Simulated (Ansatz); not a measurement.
Relaxed-ion elastic tensor of Sr4P2O in space group I4/mmm (No. 139; Sr on 4e, Sr on 4c, P on 4e, O on 2b) in GPa (Voigt order), plane-wave PAW r²SCAN (Ansatz code); density 3.85 g/cm³, 26.37 Å³ per atom.

```
 121  17.9  26.6   0.0   0.0   0.0
17.9   121  26.6   0.0   0.0   0.0
26.6  26.6   106   0.0   0.0   0.0
 0.0   0.0   0.0  32.3   0.0   0.0
 0.0   0.0   0.0   0.0  32.3   0.0
 0.0   0.0   0.0   0.0   0.0  31.5
```

Task: Is the crystal mechanically stable?

Result: Yes: the smallest eigenvalue of C is 31.5 GPa.

Task: Work out the Voigt, Reuss and Hill averages.

Result: K_V = 54.5, K_R = 54.4, K_H = 54.5; G_V = 37.7, G_R = 36.3, G_H = 37.0 GPa.

Task: Give Young's modulus, Poisson's ratio, Pugh's ratio and the universal anisotropy index.

Result: E = 9KG/(3K + G) = 90.5 GPa; ν = 0.22; K/G = 1.47 (brittle by the Pugh limit of 1.75); A_U = 5G_V/G_R + K_V/K_R − 6 = 0.19.

Task: Estimate the sound speeds and the Debye temperature.

Result: v_l = √((K + 4G/3)/ρ) = 5190 m/s, v_t = √(G/ρ) = 3100 m/s, mean 3430 m/s; Θ = (h/k)(3n/4πV)^(1/3) v_m = 343 K.

Task: Solve the Christoffel equation for the three sound speeds along x, y, z.

Result: Eigenvalues of C_ijkl n_j n_l equal ρv². In km/s, slowest first: x 2.86, 2.89, 5.61; y 2.86, 2.89, 5.61; z 2.89, 2.89, 5.24.

Task: How much does each axis shrink under pressure?

Result: Linear compressibilities β_i = Σ_j S_ij (j = 1 to 3): x 6.0, y 6.0, z 6.5 per TPa.

The first step of the workflow began from a Materials Project structure, measured or hypothetical; the Crystallography Open Database copy checked does not list it. Its standing as an ambient phase is unchecked. The r²SCAN relaxation kept the symmetry of its start; whether a distortion lowers the energy is not shown.

Potentials: the earlier of the program's two PAW sets. The files were generated under PBE; for other functionals the program regenerates the frozen cores, and for LDA and PBEsol the local potential too.
